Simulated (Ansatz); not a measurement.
These are results of DFT PBE, scalar-relativistic, plane waves, PAW in Ansatz 0.2.0, not measurements. Settings: cutoff 420 eV, Γ-centred meshes spaced at most about 0.3 Å⁻¹, and about 0.25 Å⁻¹ or finer for metals (2π included), Gaussian smearing. Collinear spin in cells that started with moments and kept them past the coarse steps, no spin elsewhere.

These are static total energies at zero pressure.

Compare these two cells of NbSn₂S₃, each relaxed at this level.

A. (site moments Nb 1.3 μB)

```
Nb Sn S
1.0
     9.11146    0.00000    0.00000
    -4.55573    7.89076    0.00000
     0.00000    0.00000    2.73262
Nb Sn S
1 2 3
Direct
  0.00000 0.00000 0.50000
  0.33333 0.66667 0.00000
  0.66667 0.33333 0.00000
  0.50000 0.00000 0.00000
  0.00000 0.50000 0.00000
  0.50000 0.50000 0.00000
```

B. (no spin)

```
Nb Sn S
1.0
     5.22015    0.00000    0.00000
    -2.61007    4.52078    0.00000
     0.00000    0.00000    9.01583
Nb Sn S
1 2 3
Cartesian
  0.0000 0.0000 4.5079
  0.0000 3.0139 4.5079
  2.6101 1.5069 4.5079
  0.0000 0.0000 0.0000
  0.0000 0.0000 2.1928
  0.0000 0.0000 6.8230
```

Task: Which is lower in energy, and by how much?

Result: B is lower, by 0.63 eV/atom. A has space group P6/mmm (No. 191), 32.7 Å³/atom and no gap on its mesh; B has space group P6/mmm (No. 191), 35.5 Å³/atom and no gap. Counting S atoms around Nb and Sn (those within 1.25 times the shortest such distance or 1.15 times the sum of covalent radii, 1.27 where that leaves under three; the shortest distance is added where it exceeds 1.18 times the sum of covalent radii), A has Nb 12 from 4.8 Å, Sn 3 and B has Nb 2, Sn 6 from 3.8 Å. B holds S–S units of three or more atoms (shortest 2.19 Å); in A the shortest S–S distance is 2.73 Å. Their magnetic states differ too. The lower one is the more open, so pressure narrows the difference. Even the lower one lies +0.23 eV/atom against the reference forms of the elements (uncorrected), so neither is stable at this level. Both come from invented guesses.

In P6/mmm at 35.5 Å³/atom an odd number of electrons in the primitive cell allows no gap without spin; a larger cell or a magnetic state could open one. The magnetic state reached may not be the lowest. Cells relaxed within their symmetry can be saddle points. Some structure types and database cells were kept out of the candidates from the start, so a known form may be missing.
